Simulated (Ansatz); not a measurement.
In plane-wave PAW PBEsol (Ansatz code), CoPtO2 in the trigonal phase (R-3m; Co on 3b, Pt on 3a, O on 6c) relaxes to a = 2.809 Å, c = 17.712 Å. Co has 6 nearest neighbours from 1.89 Å (octahedral); Pt has 2 nearest neighbours from 1.99 Å (linear); O has 4 nearest neighbours from 1.89 Å (tetrahedral). Its formation energy from the elements is -0.88 eV/atom, with no fitted shifts.

Electronic character: metallic (no gap). Gap from PBEsol with spin–orbit coupling: none (metallic).

The bulk modulus is 259 GPa. The relaxed-ion elastic constants in GPa are C11 = 384, C12 = 168, C13 = 176, C14 = -9.3, C33 = 660, C44 = 83.3. The elastic constants imply a Debye temperature near 470 K. The highest mode at Γ lies at 706 cm⁻¹.

The cell was relaxed with PBEsol under the symmetry of its start; of distortions, only those at the zone centre were tested. No spin polarisation was allowed. No Hubbard U is applied. Without spin polarisation and U, an open-shell compound can come out a false metal. As this level gives no gap, shear constants depend on the k-mesh and smearing (Fermi–Dirac, 0.1 eV here). As this level gives no gap, phonon frequencies hold no LO–TO term and depend on the k-mesh and smearing (Fermi–Dirac, 0.1 eV here). The references are the lowest solids computed at this level, not always the standard phases (solids in place of the gases). Spin–orbit coupling is left out wherever it is not named.

Potentials: the later of the program's two PAW sets.
